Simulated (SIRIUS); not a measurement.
A self-consistent single point of MgZn₃S₄ (Pm, 8 atoms in the cell; from Materials Project mp-1221971, changed as shown).

```xyz
8
Lattice="6.2492 0.0000 0.0000 0.0000 3.8545 0.0000 -0.0053 0.0000 6.6932" Properties=species:S:1:pos:R:3 pbc="T T T"
Mg     3.1236     0.0000     4.4610
Zn     3.1212     1.9272     1.1158
Zn     6.2404     1.9272     5.5989
Zn     6.2393     0.0000     2.2074
S      0.7026     0.0000     4.4537
S      0.7934     1.9272     1.1204
S      3.9344     1.9272     5.6457
S      3.9209     0.0000     2.1693
```

Computed with LDA (PW92), PseudoDojo 0.4 standard norm-conserving LDA (tails mended) pseudopotentials (plane waves; SIRIUS).

SIRIUS settings:

* **parameters.ngridk**: 2 3 2
* **parameters.xc_functionals**: [XC_LDA_X, XC_LDA_C_PW]
* **parameters.gk_cutoff**: 9.165 1/bohr
* **parameters.pw_cutoff**: 18.331 1/bohr
* **parameters.smearing**: gaussian
* **parameters.smearing_width**: 0.000367493 Ha
* **potentials**: PseudoDojo 0.4 standard norm-conserving LDA (tails mended) pseudopotentials
* **parameters.electronic_structure_method**: pseudopotential
* **parameters.num_bands**: 56
* **parameters.num_mag_dims**: 0
* **parameters.num_dft_iter**: 100
* **parameters.energy_tol**: 1e-07 Ha
* **parameters.density_tol**: 1e-06
* **mixer.type**: broyden2
* **mixer.beta**: 0.7
* **mixer.use_hartree**: true

### Question
Estimate, at this level of theory: pressure and largest force (vector length).

### Answer
The run gave:

```
Property                           Result
-----------------------------  ----------
Pressure                        -2.71 GPa
Largest force (vector length)  0.190 eV/Å
```

For comparison: a first run was changed to give this one (lattice vector a scaled by 0.99), and from it to this one the free energy falls by 3.7 meV/atom, the pressure goes from -3.38 to -2.71 GPa and the largest force goes from 0.163 to 0.190 eV/Å.

The structure comes from a collection of computed structures, made at another level of theory; the collection holds predicted forms beside known ones.

Cost on one core: roughly 110 core-seconds.

“Tails mended”: in these copies of the files the far tail of each local potential was reset to the Coulomb form.
